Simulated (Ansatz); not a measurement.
An ordered 4-atom cell of Si3Sn on the diamond lattice (R3m), relaxed with r2SCAN, was run in Ansatz 0.2.0 under altered settings. All numbers are computed, without spin polarisation but where a row says otherwise.

```yaml
crystal:
  lattice:
    - [2.02392, 1.16851, 6.63367]
    - [-2.02392, 1.16851, 6.63367]
    - [0.00000, -2.33702, 6.63367]
  atoms:
    - { symbol: Si, position: [0.00613, 0.00613, 0.00613] }
    - { symbol: Si, position: [0.49319, 0.49319, 0.49319] }
    - { symbol: Si, position: [0.37534, 0.37534, 0.37534] }
    - { symbol: Sn, position: [0.87533, 0.87533, 0.87533] }
```

The base run's other keys:
```yaml
kpoints:
  mp_grid: { grid: [4, 4, 4] }
hamiltonian:
  xc: hse06
scf:
  occupations: { method: fixed }
  n_extra_bands: 5
```

It takes 17 iterations with 1853 plane waves at 420 eV and 13 k points, and leaves a mean stress of -0.15 GPa. The gap over this mesh is 0.751 eV. It ran on 4 threads of Arm Neoverse N1 (shared host).

Outcomes, with energy and stress as changes against the base:
```tsv
setting	outcome	ΔF (meV/atom)	Δ mean stress (GPa)	gap on the mesh (eV)	iterations	wall time
PBE hybrid, exx coeff 0.75, omega 0.3 1/Å	converged	–	-2.4	1.494	29	52 s
PBE hybrid, exx coeff 1.0, omega 0.1 1/Å	converged	–	-4.9	3.890	32	54 s
scf.occupations: fermi_dirac 0.001	converged	0.0	0.0	0.751	16	39 s
```
A dash marks a value that wasn't obtained or can't be compared. Stress is positive in compression. The base took 37 s.

- PBE hybrid, exx coeff 0.75, omega 0.3 1/Å. That is 75 % exact exchange, screened with ω = 0.3 1/Å, against HSE06's 25 % screened at 0.208 1/Å. The mean stress moves by -2.4 GPa and the gap on the mesh by +0.743 eV (to 1.494). Totals of different functionals aren't comparable.
- PBE hybrid, exx coeff 1.0, omega 0.1 1/Å. That is 100 % exact exchange, screened with ω = 0.1 1/Å, against HSE06's 25 % screened at 0.208 1/Å. The mean stress moves by -4.9 GPa and the gap on the mesh by +3.139 eV (to 3.890). Totals of different functionals aren't comparable. The program warns that on this mesh the truncation of the exchange isn't bounded, so part of the change can be an error of the mesh.

Within 1 meV an atom, 0.1 GPa and 0.005 eV of the base stay: scf.occupations: fermi_dirac 0.001.

The runs are scalar-relativistic, without spin-orbit coupling.

The stress of a hybrid is loosely converged in these runs.
